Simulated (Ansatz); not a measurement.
Li (hcp (Mg type), P6_3/mmc) at seven volumes, the program Ansatz at the LDA level (PAW), shape and atoms relaxed at each. One row is withheld.

```json
[
 {"V (Å³/atom)": "17.256", "P (GPa)": "?"},
 {"V (Å³/atom)": "17.825", "P (GPa)": "1.02"},
 {"V (Å³/atom)": "18.394", "P (GPa)": "0.47"},
 {"V (Å³/atom)": "18.963", "P (GPa)": "-0.01"},
 {"V (Å³/atom)": "19.532", "P (GPa)": "-0.43"},
 {"V (Å³/atom)": "20.101", "P (GPa)": "-0.80"},
 {"V (Å³/atom)": "20.670", "P (GPa)": "-1.13"}
]
```

### Question
Fit the shown pressures and predict the withheld one.

### Answer
P = (3/2)B₀(x^(7/2) − x^(5/2))[1 + (3/4)(B′ − 4)(x − 1)] with x = (V₀/V)^(2/3). Least squares on the six rows gives V₀ = 18.952 Å³/atom, B₀ = 15.0 GPa, B′ = 3.31. At V = 17.256, x = 1.0645 and P = 1.64 GPa. The run itself gave 1.65 GPa.

The workflow started from a Materials Project entry (that database holds measured and hypothetical structures alike); the Crystallography Open Database files this formula in space group No. 194, but the cells were not matched. It is not the phase usual at ambient conditions (space group No. 229). The cell was relaxed with LDA under the symmetry of its start; of distortions, only those at the zone centre were tested.

Potentials: the later of the program's two PAW sets.
